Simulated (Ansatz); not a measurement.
AgI:
```xyz
4
Lattice="4.5604 0.0000 0.0000 -2.2802 3.9494 0.0000 0.0000 0.0000 7.4515" Properties=species:S:1:pos:R:3 pbc="T T T"
Ag     0.0000     2.6329     0.0179
Ag     2.2802     1.3165     3.7436
I      0.0000     2.6329     2.8130
I      2.2802     1.3165     6.5387
```

PBEsol (plane waves, PAW; program Ansatz) gives a gap of 1.23 eV without spin–orbit coupling, maximum at Γ, minimum at Γ.

Q: What happens when spin–orbit coupling is switched on?

A: The gap shrinks by 0.23 eV, to 1.00 eV; maximum at Γ, minimum at Γ.

Q: Give the electron effective mass with spin–orbit coupling.

A: 0.14, 0.15, 0.15 mₑ (principal values).

Q: Give the hole effective mass with spin–orbit coupling.

A: 0.23, 0.23, 1.3 mₑ (principal values).

Space group P6_3mc (wurtzite). The cell was relaxed with PBEsol under the symmetry of its start. No spin polarisation was allowed.

Potentials: the earlier of the program's two PAW sets. The files were generated under PBE; for other functionals the program regenerates the frozen cores, and for LDA and PBEsol the local potential too.
